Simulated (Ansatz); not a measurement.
PbIBr:
```
CELL_PARAMETERS angstrom
      8.76980     0.00000     0.00000
      0.00000     4.45849     0.00000
      0.00000     0.00000    10.62514
ATOMIC_POSITIONS crystal
  Pb 0.15386 0.75000 0.84457
  Pb 0.84614 0.25000 0.15543
  Pb 0.34614 0.25000 0.34457
  Pb 0.65386 0.75000 0.65543
  I  0.99702 0.25000 0.67232
  I  0.00298 0.75000 0.32768
  I  0.50298 0.75000 0.17232
  I  0.49702 0.25000 0.82768
  Br 0.34201 0.75000 0.55171
  Br 0.65799 0.25000 0.44829
  Br 0.15799 0.25000 0.05171
  Br 0.84201 0.75000 0.94829
```

Relaxed with r²SCAN+D4. Special points in fractions of this cell's reciprocal vectors: Γ (0.000, 0.000, 0.000); X (0.500, 0.000, 0.000); S (0.500, 0.500, 0.000); Y (0.000, 0.500, 0.000); Z (0.000, 0.000, 0.500); U (0.500, 0.000, 0.500); R (0.500, 0.500, 0.500); T (0.000, 0.500, 0.500).

List the band energies nearest the valence-band maximum at these points for r²SCAN+D4 in the plane-wave PAW code Ansatz.

In eV from the valence-band maximum; about four levels below and three above (degenerate sets whole), none deeper than 8.9 eV; points with the same levels are listed once.

```json
[
 {"k": "Γ", "below": "-0.54 -0.50 -0.39 -0.22", "above": "3.01 3.39 3.42"},
 {"k": "X", "below": "-0.36 -0.36 -0.17 -0.17", "above": "3.30 3.30 3.65 3.65"},
 {"k": "S", "below": "-0.52 -0.52 -0.52 -0.52", "above": "3.71 3.71 3.71 3.71"},
 {"k": "Y", "below": "-0.48 -0.48 -0.43 -0.43", "above": "3.28 3.28 3.88 3.88"},
 {"k": "Z", "below": "-0.45 -0.45 -0.12 -0.12", "above": "2.98 2.98 3.73 3.73"},
 {"k": "U", "below": "-0.29 -0.29 -0.13 -0.13", "above": "3.15 3.15 3.64 3.64"},
 {"k": "R", "below": "-0.34 -0.34 -0.34 -0.34", "above": "3.82 3.82 3.82 3.82"},
 {"k": "T", "below": "-0.52 -0.52 0.00 0.00", "above": "3.22 3.22 3.22 3.22"}
]
```

Space group Pnma. The first step of the workflow began from a Materials Project structure, measured or hypothetical; the Crystallography Open Database copy checked does not list it. Whether it is the stable phase at ambient conditions was not checked. The cell was relaxed with r²SCAN+D4 under the symmetry of its start; its stability against distortions is not shown here. Spin–orbit coupling is left out wherever it is not named.

Potentials: the later of the program's two PAW sets.
